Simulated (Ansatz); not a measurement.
**Two-dimensional strain map in Ti**

All numbers below come from DFT r2SCAN, scalar-relativistic, plane waves, PAW in Ansatz 0.2.0. Cutoff 500 eV, Γ-centred 20×20×20 k-points, Gaussian smearing of 0.15 eV. No spin polarisation. Energies are free energies at this smearing, counted from the undisturbed cell; pressure is positive in compression.

Zero of the scan (as given, not relaxed at this level; it stands at 4.4 GPa; this fcc form isn't the usual structure):

```yaml
crystal:
  lattice:
    - [0.00000, 2.03000, 2.03000]
    - [2.03000, 0.00000, 2.03000]
    - [2.03000, 2.03000, 0.00000]
  atoms:
    - { symbol: Ti, position: [0.00000, 0.00000, 0.00000] }
```

The cell is strained by p along both x and y and by q along z, fractional coordinates fixed. Points are written (p, q).

Energy above the undisturbed cell in meV/atom (a dash: not computed):

```
 p \ q  -0.030  -0.015  0.000  0.015  0.030
-0.030    96.7    72.9   53.0   37.0   24.4
-0.015    52.0    34.1   20.0    9.6    2.6
 0.000    21.0     8.7    0.0   -5.2   -7.1
 0.015     2.7    -4.3   -7.9   -8.2   -5.4
 0.030    -3.8    -5.8   -4.6   -0.2    7.1
```

Pressure in GPa:

```csv
p \ q,-0.030,-0.015,0.000,0.015,0.030
-0.030,17.6,15.1,12.8,10.6,8.5
-0.015,12.8,10.5,8.4,6.4,4.5
0.000,8.4,6.4,4.4,2.6,0.9
0.015,4.5,2.6,0.8,-0.8,-2.4
0.030,0.9,-0.8,-2.4,-3.9,-5.3
```